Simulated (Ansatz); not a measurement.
The start is a generated cell, AlN built in the 6H structure type. The structure is fully relaxed (lattice and positions, P = 0) with r2SCAN (plane waves to 500 eV, PAW, scalar-relativistic; Ansatz, a first-principles code). The first steps use a coarse 7×7×2 k-mesh.

The start:
```
AlN
1.0
    3.14852     0.00000     0.00000
   -1.57426     2.72670     0.00000
    0.00000     0.00000    15.44964
Al N
6 6
Cartesian
  0.00000   0.00000   0.00000
  0.00000   0.00000   7.72482
  1.57426   0.90890  12.87342
  0.00000   1.81780   5.14859
  1.57426   0.90890   2.57237
  0.00000   1.81780  10.29719
  0.00000   0.00000  13.51226
  0.00000   0.00000   5.78744
  1.57426   0.90890  10.93603
  0.00000   1.81780   3.21121
  1.57426   0.90890   0.64116
  0.00000   1.81780   8.36598
```

**Question.** By how much does the energy per atom fall from start to end?

**Answer.** 0.023 eV/atom.

**Question.** How does the volume per atom move from start to end?

**Answer.** -5.7 %, from 11.05 to 10.42 Å³/atom.

**Question.** How do the shortest distances between atoms change?

**Answer.** The closest pairs of elements (up to four, under 3.6 Å), start → end: Al–N 1.93 → 1.89 Å; Al–Al 3.15 → 3.07 Å; N–N 3.15 → 3.08 Å.

**Question.** What band gap does the relaxed structure have at this level?

**Answer.** 4.43 eV, indirect (valence top at Γ, conduction bottom at M) (no spin-orbit coupling).

The space group stays P6₃mc (No. 186) (the run could not lower it); the end is AFLOW prototype AB_hP12_186_a2b_a2b (B6, as in SiC), with 12 atoms in the primitive cell. Final values are on a 10×10×2 k-mesh of the relaxed cell. No spin polarisation in the result.

The run could not lose the symmetry of its start.

The first start was generated by placing the elements on the sites of a structure type. A measured structure of AlN has the same space group, P6₃mc (No. 186); the sites were not compared with it.
